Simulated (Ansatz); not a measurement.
Space group P6_3/mmc (No. 194). a = 2.510 Å, b = 2.510 Å, c = 8.280 Å, α = 90.00°, β = 90.00°, γ = 120.00°
| atom | site | symmetry | x | y | z |
| --- | --- | --- | --- | --- | --- |
| C | 4e | 3m. | 0.0000 | 0.0000 | 0.0929 |
| C | 4f | 3m. | 0.3333 | 0.6667 | 0.1555 |

Equation of state of this C structure (not necessarily the ground state), with shape and atoms relaxed at each volume where symmetry leaves them free. These are results of DFT r2SCAN, scalar-relativistic, plane waves, PAW in Ansatz, not measurements.

Cutoff 500 eV; k points 12×12×4 on the computed 8-atom cell (Γ-centred); Gaussian smearing, width 0.02 eV; no spin polarisation.

```json
{"V (Å³/atom)": "4.969", "E − E(largest V) (meV/atom)": "70.87", "P (GPa)": "72.69", "gap on mesh (eV)": "5.12"}
{"V (Å³/atom)": "5.138", "E − E(largest V) (meV/atom)": "6.03", "P (GPa)": "50.50", "gap on mesh (eV)": "5.04"}
{"V (Å³/atom)": "5.308", "E − E(largest V) (meV/atom)": "-36.94", "P (GPa)": "31.25", "gap on mesh (eV)": "4.95"}
{"V (Å³/atom)": "5.477", "E − E(largest V) (meV/atom)": "-60.93", "P (GPa)": "14.53", "gap on mesh (eV)": "4.88"}
{"V (Å³/atom)": "5.647", "E − E(largest V) (meV/atom)": "-68.43", "P (GPa)": "0.00", "gap on mesh (eV)": "4.80"}
{"V (Å³/atom)": "5.816", "E − E(largest V) (meV/atom)": "-61.60", "P (GPa)": "-12.63", "gap on mesh (eV)": "4.72"}
{"V (Å³/atom)": "5.985", "E − E(largest V) (meV/atom)": "-42.31", "P (GPa)": "-23.61", "gap on mesh (eV)": "4.65"}
{"V (Å³/atom)": "6.211", "E − E(largest V) (meV/atom)": "0.00", "P (GPa)": "-36.03", "gap on mesh (eV)": "4.56"}
```

Q: Fit a third-order Birch–Murnaghan equation to E(V).

A: V0 = 5.65 Å³/atom, B0 = 451 GPa, B0' = 3.7.

The gaps are read on the mesh, which can miss the band edges, so they can be too wide.